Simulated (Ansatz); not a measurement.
Ge2Mo (MoSi2 or CaC2 type, I4/mmm) at seven volumes, DFT-LDA in the program Ansatz with PAW potentials, shape and atoms relaxed at each. One row is withheld.

```
V (Å³/atom)  P (GPa)
-----------  -------
13.229         22.18
13.665         13.48
14.101          6.16
14.537          0.00
14.973             ?
15.409         -9.53
15.845        -13.17
```

Question: Fit the shown pressures and predict the withheld one.

Answer: P = (3/2)B₀(x^(7/2) − x^(5/2))[1 + (3/4)(B′ − 4)(x − 1)] with x = (V₀/V)^(2/3). Least squares on the six rows gives V₀ = 14.537 Å³/atom, B₀ = 188 GPa, B′ = 4.76. At V = 14.973, x = 0.9805 and P = -5.18 GPa. The run itself gave -5.18 GPa.

The workflow started from a Materials Project entry (that database holds measured and hypothetical structures alike); the Crystallography Open Database copy checked does not list it. COD files the formula under space group No. 62, so this cell is another polymorph or a model. Whether it is the stable phase at ambient conditions was not checked. The cell was relaxed with LDA under the symmetry of its start; of distortions, only those at the zone centre were tested. No spin polarisation was allowed.

Potentials: the later of the program's two PAW sets.
